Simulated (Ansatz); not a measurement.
GaSb:
```yaml
crystal:
  lattice:
    - [4.32891, 0.00000, 0.00000]
    - [-2.16445, 3.74894, 0.00000]
    - [0.00000, 0.00000, 14.20170]
  atoms:
    - { symbol: Ga, position: [0.66667, 0.33333, 0.99976] }
    - { symbol: Sb, position: [0.66667, 0.33333, 0.18774] }
    - { symbol: Ga, position: [0.00000, 0.00000, 0.25048] }
    - { symbol: Sb, position: [0.00000, 0.00000, 0.43702] }
    - { symbol: Ga, position: [0.33333, 0.66667, 0.49976] }
    - { symbol: Sb, position: [0.33333, 0.66667, 0.68774] }
    - { symbol: Ga, position: [0.00000, 0.00000, 0.75048] }
    - { symbol: Sb, position: [0.00000, 0.00000, 0.93702] }
```

Relaxed with r²SCAN. Special points in fractions of this cell's reciprocal vectors: Γ (0.000, 0.000, 0.000); M (0.500, 0.000, 0.000); K (0.333, 0.333, 0.000); A (0.000, 0.000, 0.500); L (0.500, 0.000, 0.500); H (0.333, 0.333, 0.500).

Q: List the band energies nearest the valence-band maximum at these points for the program Ansatz at the r²SCAN with spin–orbit coupling level (PAW).

A: In eV from the valence-band maximum; about four levels below and three above (degenerate sets whole), none deeper than 8.9 eV; points with the same levels are listed once.

```csv
k,below,above
Γ,-0.07 -0.07 0.00 0.00,0.21 0.21 0.33 0.33
M,-1.87 -1.87 -1.41 -1.41,0.53 0.53 0.69 0.69
K,-2.54 -2.47 -2.00 -2.00,1.54 1.54 2.24 2.24 2.24
A,-0.28 -0.28 -0.28 -0.28,0.46 0.46 0.46 0.46
L,-1.75 -1.75 -1.75 -1.75,0.92 0.92 0.92 0.92
H,-2.38 -2.38 -2.33 -2.33,1.60 1.60 1.64 1.64
```

Space group P6_3mc. The start of the workflow was typed in or built on a structure type; the Crystallography Open Database copy checked does not list it. It is not the phase usual at ambient conditions (space group No. 216). Symmetry was held in the r²SCAN relaxation; whether a distortion lowers the energy is not shown.

Potentials: the earlier of the program's two PAW sets.
